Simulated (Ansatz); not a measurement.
Input file for Ansatz (a first-principles code):

Ansatz 0.2 input:
```yaml
crystal:
  lattice:
    - [-2.1088873178, 2.1088873178, 5.2941770461]
    - [2.1088873178, -2.1088873178, 5.2941770461]
    - [2.1088873178, 2.1088873178, -5.2941770461]
  atoms:
    - { symbol: Ge, position: [0.3828996281, 0.3828996281, 0.0] }
    - { symbol: Ge, position: [0.6171003719, 0.6171003719, 0.0] }
    - { symbol: Ca, position: [0.0, 0.0, 0.0] }
    - { symbol: Zn, position: [0.75, 0.25, 0.5] }
    - { symbol: Zn, position: [0.25, 0.75, 0.5] }
kpoints:
  mp_grid: { grid: [10, 10, 10] }
  band_path:
    path:
      - [[0.0, 0.0, 0.0], [0.0, 0.0, 0.5], [0.25, 0.25, 0.25], [0.0, 0.5, 0.0], [0.0, 0.0, 0.0], [0.5, 0.5, -0.5], [0.2896688707, 0.7103311293, -0.2896688707]]  # Γ-X-P-N-Γ-M-S
      - [[-0.2896688707, 0.2896688707, 0.2896688707], [0.0, 0.0, 0.0]]  # S_0-Γ
      - [[0.0, 0.0, 0.5], [-0.0793377415, 0.0793377415, 0.5]]  # X-R
      - [[0.5, 0.5, -0.0793377415], [0.5, 0.5, -0.5]]  # G-M
    npoints: 8
basis: { xc_grid: 2 }
hamiltonian:
  xc: pbesol
  pseudopotentials: { kind: paw }
magnetization: { noncollinear: true, spin_orbit: true }
scf:
  n_extra_bands: 12
  convergence: { dr2_threshold: 0.0000000001 }
  occupations: { method: gaussian, width: 0.05 }
output: { eigenvalues: true }
```

Output (shortened):

```
basis.fft_grid_basis auto: the FFT boxes are laid along the combinations [[1, 0, 1], [0, 1, 1], [0, 0, 1]] of the cell's own vectors, 4.218, 4.218 and 6.076 Å …
Pseudopotential: Ge, paw_fr, valence charge 14
Pseudopotential: Ca, paw_fr, valence charge 10
Pseudopotential: Zn, paw_fr, valence charge 12
Functional definition: PBEsol
non-collinear run that drives no moment, with spin-orbit …
Crystal: 5 atoms, lattice volume = 94.181 Å³
Basis set: ecut = 420 eV, 1805 PW (Γ), FFT grids on a1+a3, a2+a3, a3, exchange–correlation on 60×60×90 points (8 copies of the dense FFT grid, shifted against one another)
Bands: 74, of which v1, the nominal top of the filled ones, is band 62 counted from 1 (61 counted from 0)
Symmetry: 16 space group operations + 16 with time reversal
k-points: 102 of 1000
Projection manifold: j_resolved (fully-relativistic pseudo-atomic orbitals)
SCF iter   1: F=—  HF=-16866.158315 eV  |F-HF|=—  |Δ(HF+E_count)|=         —  Δρ=5.67e-2  dr2=6.00e0  dr2_m=0.00e0 (ungated)  ethr=3.10e-3  |M|=0.00e0 ∫|m|=0.00e0 μB  |m|>n=0.0e0 m-floor=0.0e0 τ_xc=0.0e0  β_m=0.30  ⟨swp⟩=9.3  Hψ=19358  notcnv=0  defer=32
preconditioner: auto → Kerker (q_TF=auto, 2.545 Å⁻¹)
spin=Noncollinear: Kerker preconditioning applied to the charge; magnetization (m_x, m_y, m_z) channels mix plain (no charge-response kernel on spin).
SCF iter   2: F=—  HF=-16865.237808 eV  |F-HF|=—  |Δ(HF+E_count)|=   9.21e-1  Δρ=3.19e-2  dr2=2.22e0  dr2_m=0.00e0 (ungated)  ethr=3.10e-3  |M|=0.00e0 ∫|m|=0.00e0 μB  |m|>n=0.0e0 m-floor=0.0e0 τ_xc=0.0e0  β_m=0.43  ⟨swp⟩=2.5  Hψ=6305  notcnv=0  defer=588
SCF iter   3: F=—  HF=-16864.772383 eV  |F-HF|=—  |Δ(HF+E_count)|=   4.65e-1  Δρ=1.62e-2  dr2=5.46e-1  dr2_m=0.00e0 (ungated)  ethr=3.10e-3  |M|=0.00e0 ∫|m|=0.00e0 μB  |m|>n=0.0e0 m-floor=0.0e0 τ_xc=0.0e0  β_m=0.46  ⟨swp⟩=2.6  Hψ=4734  notcnv=0  defer=604
SCF iter   4: F=—  HF=-16864.641393 eV  |F-HF|=—  |Δ(HF+E_count)|=   1.31e-1  Δρ=6.12e-3  dr2=4.95e-2  dr2_m=0.00e0 (ungated)  ethr=8.81e-4  |M|=0.00e0 ∫|m|=0.00e0 μB  |m|>n=0.0e0 m-floor=0.0e0 τ_xc=0.0e0  β_m=0.58  ⟨swp⟩=4.0  Hψ=6870  notcnv=0  defer=608
SCF iter   5: F=—  HF=-16864.635159 eV  |F-HF|=—  |Δ(HF+E_count)|=   6.23e-3  Δρ=2.71e-3  dr2=6.57e-3  dr2_m=0.00e0 (ungated)  ethr=7.98e-5  |M|=0.00e0 ∫|m|=0.00e0 μB  |m|>n=0.0e0 m-floor=0.0e0 τ_xc=0.0e0  β_m=0.74  ⟨swp⟩=2.4  Hψ=6085  notcnv=0  defer=610
SCF iter   6: F=—  HF=-16864.634424 eV  |F-HF|=—  |Δ(HF+E_count)|=   7.35e-4  Δρ=7.83e-4  dr2=7.50e-4  dr2_m=0.00e0 (ungated)  ethr=1.06e-5  |M|=0.00e0 ∫|m|=0.00e0 μB  |m|>n=0.0e0 m-floor=0.0e0 τ_xc=0.0e0  β_m=0.73  ⟨swp⟩=2.0  Hψ=6870  notcnv=0  defer=610
SCF iter   7: F=—  HF=-16864.634180 eV  |F-HF|=—  |Δ(HF+E_count)|=   2.43e-4  Δρ=4.03e-4  dr2=2.34e-4  dr2_m=0.00e0 (ungated)  ethr=1.21e-6  |M|=0.00e0 ∫|m|=0.00e0 μB  |m|>n=0.0e0 m-floor=0.0e0 τ_xc=0.0e0  β_m=0.87  ⟨swp⟩=2.0  Hψ=6152  notcnv=0  defer=610
SCF iter   8: F=—  HF=-16864.634183 eV  |F-HF|=—  |Δ(HF+E_count)|=   2.22e-6  Δρ=1.42e-4  dr2=1.73e-5  dr2_m=0.00e0 (ungated)  ethr=3.78e-7  |M|=0.00e0 ∫|m|=0.00e0 μB  |m|>n=0.0e0 m-floor=0.0e0 τ_xc=0.0e0  β_m=0.93  ⟨swp⟩=2.0  Hψ=6548  notcnv=0  defer=610
SCF iter  14: F=-16864.634252 eV  HF=-16864.634252 eV  |F-HF|=3.64e-12  |Δ(HF+E_count)|=  1.82e-11  Δρ=8.27e-8  dr2=7.01e-12  dr2_m=0.00e0 (ungated)  ethr=1.00e-12  |M|=0.00e0 ∫|m|=0.00e0 μB  |m|>n=0.0e0 m-floor=0.0e0 τ_xc=0.0e0  ⟨swp⟩=10.1  Hψ=12948  notcnv=0…
SCF 1 converged in 14 iterations: F = -16864.634252 eV  dr2 = 7.01e-12
NSCF: frozen V_eff on 76 k-points
SCF converged after 14 iterations
Magnetization: |M| = 0.0000 μB,  M = (+0.0000, +0.0000, +0.0000) μB
Absolute magnetization: 0.0000 μB (∫|m|)
  site 0: m = (+0.0000, +0.0000, +0.0000) μB, |m| = 0.0000 μB  (R = 1.02 Å)
  site 1: m = (+0.0000, +0.0000, +0.0000) μB, |m| = 0.0000 μB  (R = 1.02 Å)
  site 2: m = (+0.0000, +0.0000, +0.0000) μB, |m| = 0.0000 μB  (R = 1.33 Å)
  site 3: m = (+0.0000, +0.0000, +0.0000) μB, |m| = 0.0000 μB  (R = 1.05 Å)
  site 4: m = (+0.0000, +0.0000, +0.0000) μB, |m| = 0.0000 μB  (R = 1.05 Å)
Free energy (F): -16864.634252 eV
Harris-Foulkes:  -16864.634252 eV  (|F-HF|=3.64e-12)
Internal energy: -16864.632262 eV  (E = F + TS)
E sigma→0 (E₀):  -16864.633257 eV
Entropy (-TS):   -0.001990 eV (-0.398 meV/atom)
Fermi energy:    10.644731 eV
--- Per-component energies (eV) ---
  E_band       = -281.461653
  E_kinetic    = 766.513097
  E_local      = -8745.669240  (includes V_loc(G=0)·N_el)
  E_nonlocal   = 2128.695544
  E_hartree    = 3725.712697
  E_xc         = -560.643215
  E_vxc        = -409.325908  (∫ρ·V_xc dr)
  E_paw        = -8371.154174  (= ΣΔE_a)
  E_vpaw       = -1473.100240  (= ΣTr[D̂ρ^β])
  E_aug_tail   = -0.000209  (compensation charges beyond the density's cutoff)
  E_ewald      = -5811.648157
  E_core_change = 3.561395  (= ΣΔE_core)
  E_smearing   = -0.001990  (= −TS)
  E_closure    =  0.000000  (closes the sum)
  Σ components = -16864.634252   (vs F -16864.634252, Δ=0.00e0)
  [band-id]    e_kinetic+e_local+e_nonlocal+2·e_hartree+e_vxc+e_vpaw+e_augmentation_tail = -281.461562   (vs E_band -281.461653, Δ=9.11e-5)
--- Band table (eV; the first three rows and the last of 102) ---
  k-point 0: bands = ["-30.8221", "-30.8221", "-14.4722", "-14.4722", "-14.4315", "-14.4315", "-14.4025", "-14.4025", "-14.3924", "-14.3924", "-13.9007", "-13.9007", "-13.8724", "-13.8724", "-13.8119", "-13.8119", "-13.8099", "-13.8099", "-13.8069", …
  k-point 1: bands = ["-30.8218", "-30.8218", "-14.4721", "-14.4721", "-14.4315", "-14.4315", "-14.4024", "-14.4024", "-14.3924", "-14.3924", "-13.9006", "-13.9006", "-13.8725", "-13.8725", "-13.8117", "-13.8117", "-13.8097", "-13.8097", "-13.8071", …
  k-point 2: bands = ["-30.8208", "-30.8208", "-14.4720", "-14.4720", "-14.4316", "-14.4316", "-14.4023", "-14.4023", "-14.3923", "-14.3923", "-13.9004", "-13.9004", "-13.8728", "-13.8728", "-13.8112", "-13.8112", "-13.8091", "-13.8091", "-13.8073", …
  k-point 101: bands = ["-30.8221", "-30.8221", "-14.4714", "-14.4714", "-14.4332", "-14.4332", "-14.4034", "-14.4034", "-14.3917", "-14.3917", "-13.8993", "-13.8993", "-13.8750", "-13.8750", "-13.8110", "-13.8110", "-13.8094", "-13.8094", "-13.8046", …
```

Cost: very roughly 3.0 core-minutes on shared cores.

Space group I4/mmm. The workflow started from an entry of the Crystallography Open Database (COD). Its standing as an ambient phase is unchecked. Symmetry was held in the PBEsol relaxation. At this level the phase is dynamically unstable (imaginary phonons).

Potentials: the later of the program's two PAW sets.

Ansatz is a plane-wave DFT program.
